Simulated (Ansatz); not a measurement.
A geometry of Hf away from equilibrium: step 2 of the relaxation of a relaxed Hf cell, doubled along one cell vector, shaken by Gaussian noise of σ = 0.08 Å a coordinate. Method: r2SCAN (plane waves to 500 eV, PAW, scalar-relativistic; Ansatz, a quantum-chemistry and plane-wave program). Γ-centred k-mesh 7×13×12 on the run's cell (coarser than for final values), Fermi–Dirac smearing 0.05 eV.

```xyz
2
Lattice="-3.7151 3.7349 3.2540 1.8508 -1.8355 1.5820 1.8655 1.8435 -1.5899" Properties=species:S:1:pos:R:3:forces:R:3 pbc="T T T" free_energy=-31467.232 pressure_GPa=0.2
Hf     0.0937     0.0409    -0.0031   -0.2957    0.0138    0.0297
Hf    -1.8402     1.9612     1.5396    0.2957   -0.0138   -0.0297
```

Positions in Å, forces in eV/Å, free energy of the cell in eV (comparable only within this code, potentials and settings). Largest force: 0.30 eV/Å, on Hf1, Hf2 (atoms numbered as listed); the geometry lies 0.18 eV/atom above the end of its relaxation.

No spin polarisation in the result.

The run could not lose the symmetry of its start.

Of the parent cell (I4/mmm (No. 139)): it is a generated cell of Hf: the first start was made by a random draw of sites in a space group, and the end was not matched to a known phase here, so it may be hypothetical. Known forms of Hf include space group No. 194.
